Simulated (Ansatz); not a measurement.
In2SeS:
```xyz
4
Lattice="4.0511 0.0000 0.0000 -2.0255 3.5084 0.0000 0.0000 0.0000 9.5823" Properties=species:S:1:pos:R:3 pbc="T T T"
In     0.0000     0.0000     4.2689
In     0.0000     2.3389     0.3311
Se     0.0000     2.3389     5.4941
S      0.0000     0.0000     1.8645
```

Relaxed with r²SCAN.

Task: Give the Bader charges and basin volumes of the independent atoms, r²SCAN in the plane-wave PAW code Ansatz.

Result: 

```json
[
 {"atom": "In1", "Bader charge (e)": "+1.17", "Bader volume (Å³)": "20.8"},
 {"atom": "In2", "Bader charge (e)": "+0.61", "Bader volume (Å³)": "37.8"},
 {"atom": "Se3", "Bader charge (e)": "-0.77", "Bader volume (Å³)": "38.2"},
 {"atom": "S4", "Bader charge (e)": "-1.01", "Bader volume (Å³)": "31.2"}
]
```

Space group P3m1. The start of the workflow was typed in or built on a structure type; neither database checked (COD, Materials Project) lists it. Its standing as an ambient phase is unchecked. Symmetry was held in the r²SCAN relaxation; whether a distortion lowers the energy is not shown.

Potentials: the earlier of the program's two PAW sets. The files were generated under PBE; for other functionals the program regenerates the frozen cores, and for LDA and PBEsol the local potential too.
